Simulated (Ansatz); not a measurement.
Computed with DFT PBE, scalar-relativistic, plane waves, PAW (Ansatz). Settings: cutoff 420 eV, Γ-centred meshes spaced at most about 0.3 Å⁻¹, and about 0.25 Å⁻¹ or finer for metals (2π included), Gaussian smearing. No spin polarisation in the final relaxations.

These are static total energies at zero pressure.

Two forms of LiTaH6 were relaxed alike.

1.

```xyz
8
Lattice="2.9502 -1.6584 0.0000 2.9502 1.6584 0.0000 -2.0654 0.0000 5.5040" Properties=species:S:1:pos:R:3 pbc="T T T"
Li    2.9502   -0.4944    0.0000
Ta    1.9175    1.3385    2.7520
H     1.7917    1.0753    4.6214
H     2.4031   -0.6085    3.7630
H     2.0433    1.0753    0.8826
H     1.4320   -0.6085    1.7410
H     3.2084   -0.8701    1.9205
H     0.6266   -0.8701    3.5834
```

2.

```xyz
8
Lattice="1.6850 -3.2367 0.0000 1.6850 3.2367 0.0000 0.0000 0.0000 5.6401" Properties=species:S:1:pos:R:3 pbc="T T T"
Li    0.0000    0.0000    0.0000
Ta    1.6850    0.0000    2.8200
H     2.2310    0.6627    1.2542
H     1.1390   -0.6627    1.2542
H     2.2310   -0.6627    4.3859
H     1.1390    0.6627    4.3859
H     1.6850    2.1109    2.8200
H     1.6850   -2.1109    2.8200
```

Problem. Which would you expect to be lower, and how large is the difference?

Solution. Cell 1 is lower, by 104 meV/atom. Cell 1 has space group C2 (No. 5), 6.7 Å³/atom and a gap of 0.49 eV on its mesh; cell 2 has space group C222 (No. 21), 7.7 Å³/atom and no gap. Counting H atoms around Li and Ta (those within 1.25 times the shortest such distance or 1.15 times the sum of covalent radii, 1.27 where that leaves under three; a plus sign parts nearer from farther groups), cell 1 has Li 10, Ta 8+2 and cell 2 has Li 4, Ta 4+6. The denser one is the lower, and pressure would at first widen the difference. In cell 1, Li is surrounded by 4 H at 1.97–2.02 Å and 6 H at 2.16–2.31 Å; around Ta lie 2 H at 1.77 Å, 6 H at 1.89–1.94 Å and 2 H at 2.25 Å; H on its first site is surrounded by 1 Ta at 1.89 Å, 4 H at 1.94–2.08 Å, 1 Li at 2.02 Å and 2 Li at 2.16–2.23 Å; 2 more sites not described. In cell 2, Li is surrounded by 4 H at 1.82 Å; Ta is surrounded by 4 H at 1.79 Å and 6 H at 2.03–2.11 Å; H on a site of symmetry 1 has 1 H at 1.72 Å, 1 Ta at 1.79 Å, 1 Li at 1.82 Å, 2 H at 1.99–2.00 Å and 1 H at 2.20 Å; 1 more site not described. Both come from invented guesses.

These runs have no spin–orbit coupling, which can matter for Ta. Kohn–Sham gaps at this level usually fall short of measured ones. The zero gap of C222 may come from the functional, which often closes small gaps, or the cell may be a true semimetal. With hydrogen, zero-point motion can shift such differences by 10 meV/atom or more. Cells relaxed within their symmetry can be saddle points. The C2 cell of LiTaH6 came from shaking the C222 one.
